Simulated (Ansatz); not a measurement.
# Formation energy of HfV2 (C15 type)

```xyz
6
Lattice="0.0000 3.5678 3.5678 3.5678 0.0000 3.5678 3.5678 3.5678 0.0000" Properties=species:S:1:pos:R:3 pbc="T T T"
Hf    0.8919    0.8919    0.8919
Hf   -0.8919   -0.8919   -0.8919
V     3.5678    3.5678    3.5678
V     1.7839    1.7839    3.5678
V     1.7839    3.5678    1.7839
V     3.5678    1.7839    1.7839
```

The cell comes from a relaxation on PAW files under the same functional, begun from a prototype that needn't be the stable phase.

All numbers are LDA results (scalar-relativistic) from Ansatz 0.2.0, with a Γ-centred 8×8×8 k mesh, Fermi–Dirac smearing of 0.05 eV, no spin polarisation. Methods: LAPW: all electrons, basis error target 1 meV/atom; PAW: frozen-core files, cutoff 420 eV.

The elements are taken as Hf hcp, V bcc, each relaxed on PAW files under the same functional and computed by the same method as the compound; zero-point and thermal terms are left out.

Spin–orbit coupling is left out, which matters for the heavy atoms. The PAW files were made under PBE.

(1) Give the formation energy by each method, with the residual pressure at this cell and the LAPW gap.

(2) Give the LAPW value for one formula unit in kJ/mol.

(3) What Bader charges does the PAW density give?

Answers

(1) 

| method | ΔE(formation) (eV/atom) | P at this cell (GPa) | gap (eV) |
| --- | --- | --- | --- |
| LAPW | 0.028 | -0.01 | 0.00 |
| PAW | 0.028 | -0.03 | – |

(2) 0.028 eV/atom × 3 atoms × 96.485 kJ/(mol·eV) = 8.1 kJ/mol, at zero temperature and without zero-point motion.

(3) Hf1 +0.62 e, V3 -0.31 e.
